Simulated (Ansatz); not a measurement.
Here is the system:

MoSe2:
```xyz
6
Lattice="3.2771 0.0000 0.0000 -1.6385 2.8380 0.0000 0.0000 0.0000 12.7258" Properties=species:S:1:pos:R:3 pbc="T T T"
Mo     1.6385     0.9460     9.5444
Mo     0.0000     1.8920     3.1815
Se     0.0000     1.8920    11.2182
Se     1.6385     0.9460     1.5076
Se     1.6385     0.9460     4.8553
Se     0.0000     1.8920     7.8705
```

This is the PBE+D3(BJ)-relaxed structure.

Question: All from the program Ansatz at the PBE+D3(BJ) level (PAW), unless another level is named. Predict the electron effective mass with spin–orbit coupling.

Answer: 0.47, 0.47, 0.67 mₑ (principal values).

Question: And the band gap?

Answer: 0.73 eV (indirect).

Question: Next, the smallest direct gap on the standard path?

Answer: 1.46 eV.

Question: Give the hole effective mass with spin–orbit coupling.

Answer: 0.74, 0.74, 1.6 mₑ (principal values).

Question: And the weight of the conduction-edge state by species (Voronoi cells)?

Answer: Mo 57 %, Se 43 %.

Question: Next, the valence-band maximum?

Answer: at Γ.

Space group P6_3/mmc. Symmetry was held in the PBE+D3(BJ) relaxation. The run is not spin-polarised. Spin–orbit coupling is left out wherever it is not named.

Potentials: the earlier of the program's two PAW sets.
